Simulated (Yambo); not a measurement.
Yambo run on HgS (space group P3_221, No. 154). The wavefunctions are PBEsol (pw.x of Quantum ESPRESSO, ONCV potentials, scalar-relativistic) ones on a 3×3×1 mesh (39 occupied bands); a = b = 4.1611 Å, c = 9.5046 Å, α = β = 90.00°, γ = 120.00°.

Yambo input:

```
rim_cut
HF_and_locXC
RandQpts= 1000000
RandGvec= 1 Ry
EXXRLvcs= 66 Ry
VXCRLvcs= 264 Ry
% QPkrange
 1 | 1 | 39 | 40 |
 3 | 3 | 39 | 40 |
%
```

k points by index: 1 = Γ, 3 = K.

Resulting energies as the program prints them:

```
#    K-point    Band    Eo [eV]    Ehf [eV]    Vxc [eV]    Vnlxc [eV]
#
    1    39    0.000000    -2.922849    -14.75626    -17.67911
    1    40    1.238544    4.286699    -14.93294    -11.88478
    3    39    -0.786279    -3.683201    -14.37547    -17.27239
    3    40    2.339938    6.491150    -12.69083    -8.539620
```
Exchange alone, without screening.

Spin-orbit coupling is not included.

Geometry relaxed with PBE+D3(BJ).
